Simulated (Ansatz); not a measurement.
CdHgSe$_{2}$:
```
CELL_PARAMETERS angstrom
      4.36080     0.00000     0.00000
      0.00000     4.36080     0.00000
      0.00000     0.00000     6.14060
ATOMIC_POSITIONS crystal
  Cd 0.50000 0.50000 0.50000
  Hg 0.00000 0.00000 0.00000
  Se 0.00000 0.50000 0.25304
  Se 0.50000 0.00000 0.74696
```

r²SCAN (plane waves, PAW; program Ansatz) gives a gap of 0.15 eV without spin–orbit coupling, maximum at Γ, minimum at Γ.

**Question.** What happens when spin–orbit coupling is switched on?

**Answer.** The gap shrinks by 0.10 eV, to 0.05 eV; maximum at Γ, minimum at Γ.

Space group P-4m2. The first step of the workflow began from a Materials Project structure, measured or hypothetical; the Crystallography Open Database copy checked does not list it. With Cd and Hg taken as one species the cell has the higher symmetry F-43m, so it may be an ordered model of a mixed-site phase. Its standing as an ambient phase is unchecked. The r²SCAN relaxation kept the symmetry of its start; whether a distortion lowers the energy is not shown.

Potentials: the later of the program's two PAW sets.
